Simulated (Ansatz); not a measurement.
A geometry of Ti₃Al away from equilibrium: step 3 of the relaxation of a relaxed Ti3Al cell, doubled along one cell vector, shaken by Gaussian noise of σ = 0.08 Å a coordinate. Level of theory: PBEsol (plane waves to 420 eV, PAW, scalar-relativistic; Ansatz, a first-principles code). Γ-centred k-mesh 14×7×3 on the run's cell (coarser than for final values), Fermi–Dirac smearing 0.05 eV. The plane waves were selected for a different cell earlier on the path.

```
CELL_PARAMETERS angstrom
      2.73016     0.00347     0.02783
     -2.72415     4.70980    -0.02237
      0.10888     0.01233    10.45530
ATOMIC_POSITIONS crystal
  Al 0.01543 0.06236 0.49492
  Al 0.96897 0.56516 0.50164
  Ti 0.99608 0.96354 0.99639
  Ti 0.98674 0.46643 0.00238
  Ti 0.99874 0.97633 0.24491
  Ti 0.01141 0.47201 0.25679
  Ti 0.06827 0.02312 0.74365
  Ti 0.08408 0.52940 0.75457
```

### Question
Give the Cartesian forces on all atoms (eV/Å).

### Answer
| atom | Fx | Fy | Fz |
|---|---|---|---|
| Al1 | -0.70 | 0.68 | -0.33 |
| Al2 | -0.38 | 0.44 | 0.44 |
| Ti3 | -0.07 | -0.20 | -0.45 |
| Ti4 | 0.02 | -0.27 | 0.30 |
| Ti5 | 0.29 | -0.35 | 0.32 |
| Ti6 | 0.20 | -0.32 | 0.11 |
| Ti7 | 0.36 | 0.07 | -0.05 |
| Ti8 | 0.27 | -0.04 | -0.35 |

The path ends in R3m (No. 160). No spin polarisation in the result.

The end of the path is a generated cell of Ti3Al: the first start was made by a random draw of sites in a space group, and the end was not matched to a known phase here, so it may be hypothetical. Known forms of Ti3Al include space group No. 194.
